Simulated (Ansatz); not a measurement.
## Ta (Im-3m): elasticity against pressure

```
CELL_PARAMETERS angstrom
-1.64111 1.64111 1.64111
1.64111 -1.64111 1.64111
1.64111 1.64111 -1.64111
ATOMIC_POSITIONS crystal
Ta 0.00000 0.00000 0.00000
```

This is the zero-pressure cell. At each pressure cell and atoms are relaxed in this structure, and the constants are slopes of the stress at strains of ±0.005 with relaxed ions (the coefficients that govern stability under load). Level: PBEsol, PAW on Ansatz 0.2.0's default frozen-core files (fitted under PBE), scalar-relativistic; k mesh 24×24×24, strains of ±0.005, Fermi-Dirac smearing of 0.100 eV, cutoff 420 eV. P is the pressure of the relaxed cell, less that of this one.

```csv
P (GPa),V/V₀,C11 (GPa),C12 (GPa),C44 (GPa)
0.00,1.0000,286.0,167.5,75.3
0.99,0.9953,291.2,170.5,76.4
2.01,?,?,?,?
4.00,0.9815,306.9,179.8,79.7
7.04,0.9685,322.5,189.0,82.9
9.99,0.9566,337.3,197.8,85.8
15.01,0.9378,361.8,212.6,90.2
```

Task: Does the bulk modulus from the constants agree with the pressure-volume curve?

Result: A third-order Birch-Murnaghan fit to the volumes shown (F against f, f = [(V₀/V)^(2/3) − 1]/2) gives B₀ = 207.0 GPa and B′ = 3.8. Its −V dP/dV stands beside (C11 + 2C12)/3:

| P (GPa) | from P(V) | from the constants |
| --- | --- | --- |
| 0.00 | 207.0 | 207.0 |
| 0.99 | 210.8 | 210.8 |
| 4.00 | 222.1 | 222.2 |
| 7.04 | 233.4 | 233.5 |
| 9.99 | 244.3 | 244.3 |
| 15.01 | 262.5 | 262.4 |

Task: What are the pressure derivatives at zero pressure?

Result: Slopes at V₀ of quadratic fits in −ln(V/V₀) through the first four rows shown, divided by B₀: dC11/dP = 5.3, dC12/dP = 3.1, dC44/dP = 1.1. The mean slopes up to 4.0 GPa are 5.2, 3.1, 1.1; curvature and scatter of the constants part the two. The combination (dC11/dP + 2 dC12/dP)/3 = 3.8 stands against B′.

Task: Fill the row at 2.01 GPa.

Result: Cubic fits in −ln(V/V₀) through all rows shown give C11 = 296.6, C12 = 173.7, C44 = 77.6 GPa. Computed: V/V₀ = 0.9905, C11 (GPa) = 296.6, C12 (GPa) = 173.7, C44 (GPa) = 77.6.

Task: Does a shear stiffness soften?

Result: C44 goes from 75.3 to 90.2 GPa; (C11 − C12)/2 goes from 59.3 to 74.6 GPa. Neither ends more than 3 % under its start, and the lattice stays mechanically stable over this range.

Known limits: no other phase was computed; many crystals of this kind change structure within this range, and rows or crossings beyond such a change describe a metastable lattice; frozen-core PAW files fitted under PBE, their cores solved anew for the functional of the run; responses of metals move with mesh and smearing; no spin-orbit coupling on heavy atoms; C44 of V, Nb and Ta is known to come out low; phonons weren't checked at these pressures.
